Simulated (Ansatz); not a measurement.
The start is a generated cell, Hf built in the diamond structure type. The structure is fully relaxed (lattice and positions, P = 0) with PBEsol (plane waves to 420 eV, PAW, scalar-relativistic; Ansatz, an electronic-structure program). The first steps use a coarse 9×9×9 k-mesh.

Initial structure:
```
CELL_PARAMETERS angstrom
      0.00000     3.16711     3.16711
      3.16711     0.00000     3.16711
      3.16711     3.16711     0.00000
ATOMIC_POSITIONS crystal
  Hf 0.25000 0.25000 0.25000
  Hf 0.00000 0.00000 0.00000
```

Task: How much energy is released per atom?

Result: Under 0.01 eV/atom.

Task: How does the volume change?

Result: +2.1 %, from 31.77 to 32.43 Å³/atom.

Task: How do the shortest distances between atoms change?

Result: The closest pairs of elements (up to four, under 3.6 Å), start → end: Hf–Hf 2.74 → 2.76 Å.

Task: Is the relaxed structure metallic? Give its gap.

Result: Zero (metallic).

Task: Give the final cell and atomic positions.

Result: 
Space group Fd-3m, origin choice 1 (No. 227); a = 6.3780 Å, b = 6.3780 Å, c = 6.3780 Å, α = 90.00°, β = 90.00°, γ = 90.00°

```tsv
atom	site	symmetry	x	y	z
Hf	8b	-43m	0.5000	0.5000	0.5000
```
(The calculation used a cell of 2 atoms; values per cell refer to that cell.)

The space group stays Fd-3m (No. 227) (the run could not lower it); the end is diamond type, with 2 atoms in the primitive cell. Final values are on a 13×13×13 k-mesh of the relaxed cell. No spin polarisation in the result. A magnetic state may lie lower.

The run could not lose the symmetry of its start: the end is stationary, and may be a saddle point rather than a minimum.

All atoms sit on sites fixed by symmetry, so only the cell could relax.

The relaxed structure here is a generated cell of Hf: the first start was made by placing the elements on the sites of a structure type, and the end was not matched to a known phase here, so it may be hypothetical. Known forms of Hf include space group No. 194.
